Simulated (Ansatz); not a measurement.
Data:

LiF (rock salt)

```
LiF
1.0
    0.00000     4.06787     4.06787
    2.03393     2.03393     4.06787
    2.03393     2.03393     0.00000
F Li
2 2
Direct
  0.00000   0.00000   0.00000
  0.50000   0.00000   0.00000
  0.00000   0.50000   0.50000
  0.50000   0.50000   0.50000
```

The atoms are displaced by Q × the pattern below (from a DFPT mode at X = (0.5, 0.5, 0.0), largest move 1; Q in Å), at fixed cell. It is one choice among 2 degenerate patterns. (q is in reciprocal vectors of the primitive cell; the cell shown is doubled to hold the pattern.)

```json
[
 {"atom": "F1", "x": "0.000", "y": "1.000", "z": "0.000"},
 {"atom": "F2", "x": "0.000", "y": "-1.000", "z": "0.000"},
 {"atom": "Li3", "x": "0.000", "y": "-0.420", "z": "0.000"},
 {"atom": "Li4", "x": "0.000", "y": "0.420", "z": "0.000"}
]
```

Calculation: PBE (plane waves to 420 eV, PAW, scalar-relativistic; Ansatz, a program for electronic structure). k mesh 14×14×14 (Γ-centred), Fermi-Dirac smearing 0.05 eV. E stands for the smeared free energy. LiF was relaxed with its symmetry unable to fall. The zero of ΔE is the undisplaced structure.

The scan covers Q from -0.280 to 0.280 Å in 13 points.

Problem. Which space group does the distorted structure have?

Solution. Cmcm (No. 63), lowered from Fm-3m.

Problem. Is this a single well or a double well?

Solution. A single well with its minimum at or next to zero displacement.

Problem. What is the energy change at Q = 0.280 Å?

Solution. 348 meV/cell.

Problem. What harmonic wavenumber does the curvature at Q = 0 give?

Solution. 239 cm⁻¹.

(A displaced cell: forces are minus the slopes of the energy, force constants its curvatures, and phonons follow from these.)
